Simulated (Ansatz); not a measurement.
## Stationary points along a deformation path in B

These are results of DFT r2SCAN, scalar-relativistic, plane waves, PAW (Ansatz), not measurements. The runs took a 500 eV cutoff, a Γ-centred 36×36×14 mesh and Gaussian smearing (0.15 eV). No spin polarisation. Energies are free energies at this smearing, counted from the undisturbed cell; pressure is positive in compression.

The undisturbed cell (as given, not relaxed at this level; it stands at 1.3 GPa; this form isn't the usual structure):

```yaml
crystal:
  lattice:
    - [1.70243, 0.00000, 0.00000]
    - [-0.85122, 1.47435, 0.00000]
    - [0.00000, 0.00000, 3.63542]
  atoms:
    - { symbol: B, position: [0.00000, 0.00000, 0.00000] }
```

The cell holds layers and no dispersion correction was added, so their binding is poorly described.

At fixed volume and fractional coordinates, lengths along (0.000, 0.000, 1.000) are scaled against those across it; ρ is that ratio over its starting value. V = 9.125 Å³/atom. Δσ is the stress along the axis less the mean stress across it (compression positive).

```csv
ρ,ΔE (meV/atom),Δσ (GPa),space group
0.800,247.8,51.59,P6/mmm
0.850,139.3,42.79,P6/mmm
0.920,36.6,23.63,P6/mmm
0.960,8.2,11.49,P6/mmm
1.000,0.0,-1.14,P6/mmm
1.050,16.6,-16.86,P6/mmm
1.100,59.9,-32.16,P6/mmm
1.200,215.6,-62.63,P6/mmm
```

Problem. How does the stress give the slope of the energy, and where is the energy stationary?

Solution. Along the path d ln(length) is 2/3 d ln ρ on the axis and −1/3 d ln ρ across it, so dE/d ln ρ = −(2/3) V Δσ: the energy falls with ρ where Δσ is positive. Δσ vanishes or changes sign between ρ = 0.960 and 1.000, a minimum (near 1.00 by linear interpolation). Pairs of stationary points between two samples would go unseen, and could change a minimum read from distant neighbours into a maximum.

Problem. Integrate that slope from ρ = 1 to 1.200 by the trapezoid rule.

Solution. With V/N in Å³ and 1 eV/Å³ = 160.2 GPa the slopes at ρ = 1.000, 1.050, 1.100, 1.200 are 43, 640, 1221, 2378 meV/atom per unit of ln ρ. The steps add 16.7 + 43.3 + 156.6 = 216.5 meV/atom, against 215.6 from the energies; the trapezoid rule misses the curvature of the slope within each step.

In a metal these slopes depend on the k mesh and the smearing.

Cost: 8 runs of about 0.58 core-minutes in all, on Intel Xeon 6975P-C (Granite Rapids) (shared hosts).